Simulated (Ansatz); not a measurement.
How Hf (P6_3/mmc) stiffens under pressure

```yaml
crystal:
  lattice:
    - [3.19858, 0.00000, 0.00000]
    - [-1.59929, 2.77005, 0.00000]
    - [0.00000, 0.00000, 5.04828]
  atoms:
    - { symbol: Hf, position: [0.33333, 0.66667, 0.25000] }
    - { symbol: Hf, position: [0.66667, 0.33333, 0.75000] }
```

This is the zero-pressure cell. At each pressure cell and atoms are relaxed in this structure, and the constants are slopes of the stress at strains of ±0.005 with relaxed ions (the coefficients that govern stability under load). Level: r²SCAN, PAW on Ansatz 0.2.0's default frozen-core files (fitted under PBE), scalar-relativistic; k mesh 18×18×10, strains of ±0.005, Fermi-Dirac smearing of 0.100 eV, cutoff 500 eV. P is the pressure of the relaxed cell, less that of this one.

```csv
P (GPa),V/V₀,C11 (GPa),C12 (GPa),C13 (GPa),C33 (GPa),C44 (GPa)
0.00,1.0000,188.1,75.9,64.9,203.9,58.8
0.99,?,?,?,?,?,?
2.01,0.9824,196.5,81.4,70.1,214.0,59.4
4.02,0.9661,204.6,86.9,75.2,224.2,59.8
7.01,0.9438,216.2,94.9,82.8,239.4,60.1
10.00,0.9233,227.3,103.0,90.3,254.4,60.2
```

Question: Does the bulk modulus from the constants agree with the pressure-volume curve?

Answer: A third-order Birch-Murnaghan fit to the volumes shown (F against f, f = [(V₀/V)^(2/3) − 1]/2) gives B₀ = 110.1 GPa and B′ = 3.3. Its −V dP/dV stands beside the Reuss value 1/ΣS_ij (i, j ≤ 3):

```csv
P (GPa),from P(V),from the constants
0.00,110.1,110.2
2.01,116.7,116.7
4.02,123.1,123.1
7.01,132.5,132.5
10.00,141.6,141.7
```

Question: What are the pressure derivatives at zero pressure?

Answer: Slopes at V₀ of quadratic fits in −ln(V/V₀) through the first four rows shown, divided by B₀: dC11/dP = 4.3, dC12/dP = 2.8, dC13/dP = 2.6, dC33/dP = 5.0, dC44/dP = 0.4. The mean slopes up to 4.0 GPa are 4.1, 2.7, 2.6, 5.1, 0.3; curvature and scatter of the constants part the two.

Question: Fill the row at 0.99 GPa.

Answer: Cubic fits in −ln(V/V₀) through all rows shown give C11 = 192.3, C12 = 78.7, C13 = 67.5, C33 = 208.9, C44 = 59.1 GPa. Computed: V/V₀ = 0.9912, C11 (GPa) = 192.3, C12 (GPa) = 78.7, C13 (GPa) = 67.5, C33 (GPa) = 208.9, C44 (GPa) = 59.1.

Question: Does a shear stiffness soften?

Answer: C44 goes from 58.8 to 60.2 GPa; (C11 − C12)/2 goes from 56.1 to 62.2 GPa. Neither ends more than 3 % under its start, and the lattice stays mechanically stable over this range.

Known limits: no other phase was computed; many crystals of this kind change structure within this range, and rows or crossings beyond such a change describe a metastable lattice; frozen-core PAW files fitted under PBE, their cores solved anew for the functional of the run; responses of metals move with mesh and smearing; no spin-orbit coupling on heavy atoms; elastic stability says nothing of phonons or of other phases; phonons weren't checked at these pressures.
